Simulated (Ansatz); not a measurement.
## Band structure of Ca

```
Ca
1.0
     0.00000    2.79420    2.79420
     2.79420    0.00000    2.79420
     2.79420    2.79420    0.00000
Ca
1
Direct
  0.00000 0.00000 0.00000
```

The structure is an experimental refinement, used without relaxation.

The calculation used DFT, PBEsol, all-electron LAPW, scalar-relativistic (Ansatz 0.2.0).

Settings: a Γ-centred 11×11×11 k mesh, Fermi–Dirac smearing of 0.05 eV, basis error target 1 meV/atom, no spin polarisation.

Points in fractions of the reciprocal vectors of this cell: Γ (0, 0, 0), X (0.5, 0, 0.5), U (0.625, 0.25, 0.625), K (0.375, 0.375, 0.75), L (0.5, 0.5, 0.5), W (0.5, 0.25, 0.75). The path joins them by straight lines in the order Γ–X–U–K–Γ–L–W–X; legs that retrace an earlier one aren't tabulated. Energies are in eV from the Fermi level.

(1) Is there a gap?

(2) List the levels between -8 and 2 eV at the symmetry points.

Results:

(1) None at this level of theory (metallic, semimetallic, or a small gap that the functional closes).

(2) 
Γ: -3.97
X: -0.42, 0.59, 0.90
U: 0.05, 0.41, 0.79
K: 0.05, 0.41, 0.79
L: -0.98, -0.18
W: 0.22, 0.68 (×2)
